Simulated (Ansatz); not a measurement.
## La2MgSe4, one structure, two calculations

Cell: a Materials Project structure (computed, not necessarily an observed phase), taken as it stands.

```
La Mg Se
1.0
    -4.41253    4.41253    4.68442
     4.41253   -4.41253    4.68442
     4.41253    4.41253   -4.68442
La Mg Se
4 2 8
Direct
  0.87500 0.75767 0.38267
  0.50767 0.12500 0.88267
  0.37500 0.49233 0.61733
  0.24233 0.62500 0.11732
  0.00000 0.00000 0.00000
  0.75000 0.25000 0.50000
  0.50633 0.37533 0.26768
  0.76134 0.49367 0.86899
  0.10765 0.23866 0.73232
  0.62467 0.89235 0.13101
  0.24366 0.01134 0.36899
  0.98866 0.35765 0.23232
  0.64235 0.87467 0.63101
  0.12532 0.75633 0.76768
```

Atoms are numbered from 1 in the order listed; like atoms form one site, named after its first atom.

First run. The numbers come from a DFT calculation in Ansatz (PBE, plane waves and PAW, scalar-relativistic, 420 eV cutoff, Γ-centred 5×5×5 k-points, Fermi–Dirac smearing 0.02 eV).

| site | atom | V_zz (10²¹ V/m²) | η |
| --- | --- | --- | --- |
| La | 1 | 9.68 | 0.54 |
| Mg | 5 | 1.92 | 0.00 |
| Se | 7 | -8.40 | 0.94 |

Second run. The same atoms and settings, except that spin–orbit coupling is included (fully relativistic PAW files).

Question: What does the second run give?

Answer: 

```tsv
site	atom	V_zz	η	change of V_zz
La	1	9.75	0.54	+0.07
Mg	5	1.91	0.00	-0.01
Se	7	-8.39	0.94	+0.01
```

The largest change of V_zz is on La, from 9.68 to 9.75. In per cent, |V_zz| changes by +1 on La, 0 on Mg, 0 on Se (all sites that start above 0.5).
